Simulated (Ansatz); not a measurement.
NaI (rock salt, Fm-3m), the program Ansatz at the r²SCAN level (PAW). The conduction-band minimum lies at Γ, with 1 equivalent valley. Second derivatives d²E/dk² of the lowest band at one valley (eV·Å²), along Cartesian directions:

```csv
direction,d²E/dk²
[100],27.05
[010],27.05
[001],27.05
[110],27.04
[101],27.04
[011],27.04
```

**Question.** Find the principal effective masses, the density-of-states mass and the conductivity mass.

**Answer.** Off-diagonal terms follow from H_xy = H[110] − (H_xx + H_yy)/2, and m*/mₑ = 7.620 eV·Å² over each eigenvalue: 0.28, 0.28, 0.28. One valley's DOS mass (m₁m₂m₃)^(1/3) = 0.28, conductivity mass 3/(Σ 1/mᵢ) = 0.28 mₑ.

**Question.** What effective density of states Nc follows at 300 K for parabolic valleys?

**Answer.** Nc = 2.509e19 × 1 × (0.28)^(3/2) ≈ 3.7e18 cm⁻³.

**Question.** With the computed static dielectric constant 6.97 (mean of the diagonal), estimate a hydrogenic donor's binding energy and radius.

**Answer.** E = 13.606 eV × 0.28/6.97² ≈ 78 meV; a = 0.529 Å × ε/m* ≈ 13 Å. Semilocal masses tend to be too small where the gap is.

**Question.** With ε∞ = 3.16 and ω_LO = 172 cm⁻¹, what Fröhlich coupling constant follows?

**Answer.** α = (1/ε∞ − 1/ε0) √(m* × 13.606 eV/ħω_LO) = 2.3.

The r²SCAN relaxation kept the symmetry of its start; phonons on a q-mesh show no instability. Scalar-relativistic: spin–orbit coupling is off unless named, which matters more the heavier the elements.

Potentials: the later of the program's two PAW sets.
